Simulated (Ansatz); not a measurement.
**Electric field gradients in InGa3C**

The calculation used DFT PBEsol, scalar-relativistic, plane waves, PAW (Ansatz). Plane waves to 420 eV; Γ-centred k mesh 8×8×8; Fermi-Dirac smearing of 0.15 eV. No spin polarisation.

Relaxed structure:
```
In Ga C
1.0
     4.37808    0.00000    0.00000
     0.00000    4.37808    0.00000
     0.00000    0.00000    4.37808
In Ga C
1 3 1
Direct
  0.00000 0.00000 0.00000
  0.50000 0.00000 0.50000
  0.00000 0.50000 0.50000
  0.50000 0.50000 0.00000
  0.50000 0.50000 0.50000
```

The cell was built by swapping an element in a database structure (itself possibly hypothetical) and relaxing; it need not be the stable form of this composition. In a metal these results depend on the k mesh and the smearing. Spin–orbit coupling is left out, which matters for gradients at heavy nuclei.

Give V_zz (10²¹ V/m²) and the asymmetry η at each distinct site.

Results:

```json
{"atom": "In (atom 1)", "V_zz": "0.000", "η": "zero by symmetry"}
{"atom": "Ga (atom 2)", "V_zz": "-9.37", "η": "0.00"}
{"atom": "C (atom 5)", "V_zz": "0.000", "η": "zero by symmetry"}
```